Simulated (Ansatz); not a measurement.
SnSb (rock salt, Fm-3m) at seven volumes, DFT-PBEsol in the program Ansatz with PAW potentials, scaled uniformly. One row is withheld.

```json
[
 {"V (Å³/atom)": "25.633", "P (GPa)": "7.09"},
 {"V (Å³/atom)": "26.478", "P (GPa)": "4.31"},
 {"V (Å³/atom)": "27.323", "P (GPa)": "1.96"},
 {"V (Å³/atom)": "28.168", "P (GPa)": "0.00"},
 {"V (Å³/atom)": "29.013", "P (GPa)": "-1.64"},
 {"V (Å³/atom)": "29.858", "P (GPa)": "-3.02"},
 {"V (Å³/atom)": "30.703", "P (GPa)": "?"}
]
```

Q: Fit the shown pressures and predict the withheld one.

A: P = (3/2)B₀(x^(7/2) − x^(5/2))[1 + (3/4)(B′ − 4)(x − 1)] with x = (V₀/V)^(2/3). Least squares on the six rows gives V₀ = 28.170 Å³/atom, B₀ = 59.8 GPa, B′ = 4.85. At V = 30.703, x = 0.9442 and P = -4.18 GPa. The run itself gave -4.17 GPa.

The workflow started from an entry of the Crystallography Open Database (COD), which files this formula under 2 space groups. Its standing as an ambient phase is unchecked. The PBEsol relaxation kept the symmetry of its start; of distortions, only those at the zone centre were tested. Scalar-relativistic: spin–orbit coupling is off unless named, which matters more the heavier the elements.

Potentials: the later of the program's two PAW sets.
